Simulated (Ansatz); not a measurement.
Here is the system:

Mg$_{2}$Ge:
```
Mg2Ge
1.0
    0.00000     3.21047     3.21047
    3.21047     0.00000     3.21047
    3.21047     3.21047     0.00000
Mg Ge
2 1
Cartesian
  4.81570   4.81570   4.81570
  1.60523   1.60523   1.60523
  0.00000   0.00000   0.00000
```

This is the PBE-relaxed structure.

Problem. All from DFT-PBE in the program Ansatz with PAW potentials, unless another level is named. Estimate the bulk modulus (Birch–Murnaghan fit).

Solution. 49.7 GPa.

Problem. Predict the highest zone-centre frequency (without LO–TO term).

Solution. 249 cm^-1.

Problem. And the elastic constants (relaxed ions, GPa)?

Solution. C11 = 108, C12 = 20.8, C44 = 41.7.

Space group Fm-3m (anti-fluorite). The cell was relaxed with PBE under the symmetry of its start; of distortions, only those at the zone centre were tested.

Potentials: the later of the program's two PAW sets.
